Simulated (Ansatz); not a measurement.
Ca2CuO3 in space group Immm (No. 71; Ca on 4j, Cu on 2d, O on 4j, O on 2a), PBE (plane waves, PAW; program Ansatz), all energies at zero smearing, with the estimated change up to a 700 eV cutoff added, with one set of potentials and settings (totals compare only within such a set). Cell of 6 atoms (2 Ca, 1 Cu, 3 O): -11966.805 eV.

```
element                            reference phase  E (eV/atom)
-------  -----------------------------------------  -----------
Ca                      Fm-3m, 1 atoms in the cell   -1816.8597
Cu                      Fm-3m, 1 atoms in the cell   -6625.1757
O        C2/m, 4 atoms in the cell, spin-polarised    -565.0000
```

Formation energy per atom, worked out: (-11966.805 − 2×(-1816.8597) − 1×(-6625.1757) − 3×(-565.0000))/6 = -2.152 eV/atom (-208 kJ per mol of atoms), at 0 K, without zero-point energy or fitted corrections.

The workflow started from an entry of the Crystallography Open Database (COD). Its standing as an ambient phase is unchecked. The PBE relaxation kept the symmetry of its start; its stability against distortions is not shown here. No spin polarisation was allowed. No Hubbard U is applied. The references are the lowest solids computed at this level, not always the standard phases (solids in place of the gases).

Potentials: the later of the program's two PAW sets.
